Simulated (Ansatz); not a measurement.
BP:
```yaml
crystal:
  lattice:
    - [0.00000, 2.24536, 2.24536]
    - [2.24536, 0.00000, 2.24536]
    - [2.24536, 2.24536, 0.00000]
  atoms:
    - { symbol: B, position: [0.00000, 0.00000, 0.00000] }
    - { symbol: P, position: [0.75000, 0.75000, 0.75000] }
```

Relaxed with LDA. Special points in fractions of this cell's reciprocal vectors: Γ (0.000, 0.000, 0.000); X (0.500, 0.000, 0.500); U (0.625, 0.250, 0.625); K (0.375, 0.375, 0.750); L (0.500, 0.500, 0.500); W (0.500, 0.250, 0.750).

### Question
List the band energies nearest the valence-band maximum at these points for DFT-LDA in the program Ansatz with PAW potentials.

### Answer
In eV from the valence-band maximum; about four levels below and three above (degenerate sets whole), none deeper than 8.9 eV; … stands for higher levels left out; points with the same levels are listed once.

```
k              below           above
-  -----------------  --------------
Γ     0.00 0.00 0.00  3.43 3.43 3.43
X  -8.65 -4.22 -4.22     1.24 1.52 …
U  -8.21 -6.44 -3.59  2.05 5.98 9.83
L        -1.79 -1.79  3.95 4.69 4.69
W  -8.06 -5.87 -5.67  5.23 6.73 7.34
```

Space group F-43m (zinc blende). Symmetry was held in the LDA relaxation.

Potentials: the earlier of the program's two PAW sets. The files were generated under PBE; for other functionals the program regenerates the frozen cores, and for LDA and PBEsol the local potential too.
